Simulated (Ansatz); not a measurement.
**Does relaxation matter for the field gradients of SiC with Nb replacing C?**

Start: a supercell of SiC (zinc blende type, F-43m) built from a structure deposited in the COD, with all atoms left at the host's positions.

Space group F-43m (No. 216); a = 13.0740 Å.

```
site  Wyckoff  site symmetry       x       y       z
 Si1      16e            .3m  0.4167  0.0833  0.4167
 Si3      24g           2.mm  0.7500  0.0833  0.7500
 Si5      48h            ..m  0.7500  0.9167  0.5833
Si14       4d           -43m  0.7500  0.7500  0.7500
Si18      16e            .3m  0.0833  0.5833  0.9167
  Nb       4a           -43m  0.5000  0.0000  0.5000
 C29      48h            ..m  0.6667  0.0000  0.6667
 C32      16e            .3m  0.8333  0.8333  0.6667
 C36      16e            .3m  0.1667  0.6667  0.8333
 C42      24f           2.mm  0.0000  0.6667  0.0000
```

One atom of each set is listed; the run and its k-mesh use a cell of 54 atoms with edges of 9.24, 9.24, 9.24 Å.

Method: Kohn–Sham DFT in Ansatz, PBE, plane waves and PAW, scalar-relativistic, 420 eV cutoff, Γ-centred 3×3×3 k-points, Fermi–Dirac smearing 0.01 eV, cell charge +1.

The largest force at the start is 15 eV/Å. Relaxing the ions at fixed cell moves them by 0.452 Å at most (atom 10, Si) and 0.127 Å rms.

```tsv
site	moved (Å)	first shell before	first shell after	V_zz before (10²¹ V/m²)	η before
Si1	0.452	1 Nb at 1.89 Å, 3 C at 1.89 Å	3 C at 1.85 Å	0.58	0.00
Si3	0.006	4 C at 1.89 Å	4 C at 1.86–1.89 Å	1.28	0.10
Si5	0.017	4 C at 1.89 Å	4 C at 1.88 Å	-0.35	0.42
Si18	0.003	4 C at 1.89 Å	4 C at 1.89 Å	0.060	0.00
Nb	0.000	4 Si at 1.89 Å	4 Si at 2.34 Å	0.00	–
C29	0.064	4 Si at 1.89 Å	4 Si at 1.85–1.88 Å	1.44	0.15
C32	0.001	4 Si at 1.89 Å	4 Si at 1.88–1.89 Å	-0.090	0.00
C36	0.005	4 Si at 1.89 Å	4 Si at 1.89 Å	-0.11	0.00
C42	0.001	4 Si at 1.89 Å	4 Si at 1.88–1.89 Å	-0.032	0.49
```

Question: What are V_zz and η after the relaxation?

Answer: 

| site | V_zz after | η after | change of V_zz |
| --- | --- | --- | --- |
| Si1 | -2.68 | 0.00 | -3.26 |
| Si3 | 1.46 | 0.88 | +0.18 |
| Si5 | -0.69 | 0.45 | -0.34 |
| Si18 | 0.067 | 0.00 | +0.01 |
| Nb | 0.00 | – | 0.00 |
| C29 | 0.78 | 0.52 | – |
| C32 | 0.050 | 0.00 | +0.14 |
| C36 | -0.20 | 0.00 | -0.09 |
| C42 | 0.023 | 0.56 | – |

The largest change of V_zz along a kept axis is on Si1, from 0.58 to -2.68. On Si3 V_xx and V_yy change places (or their axes turn by over 50°), so the two values of η hide a larger change. V_zz changes sign on Si1 (same axis), C32 (same axis). On C29, C42 the largest principal value lies along another axis in the second run, so the two V_zz can't be compared directly. Other sites without a gradient aren't listed.

The run isn't spin-polarised, and a state with spin may lie lower. The defect repeats with the cell of 54 atoms, so it feels its images: sites between two images don't show the values beside a lone defect, and zeros or small values of η there can come from the images' arrangement. A uniform background compensates the cell's charge. The defect cell has no gap above 0.1 eV on its mesh, so the values can hang on the smearing and the k-mesh.
Before: Without spin–orbit coupling (the program notes it for Nb) the gradients can shift somewhat, as the gap is small. The cell keeps the host's lattice, where the PBE pressure is 16 GPa (in a charged cell this depends on the convention for the mean potential). The neighbours have not yet relaxed around the defect (largest force 15 eV/Å), so the values at and beside it are those of a strained start, not of the defect in a real crystal.
After: The relaxation keeps the site symmetry -43m of the start, so the impurity can't leave its site; a distortion that would localise the partly filled state isn't explored. The cell keeps the host's lattice, where the PBE pressure is 12 GPa (in a charged cell this depends on the convention for the mean potential).
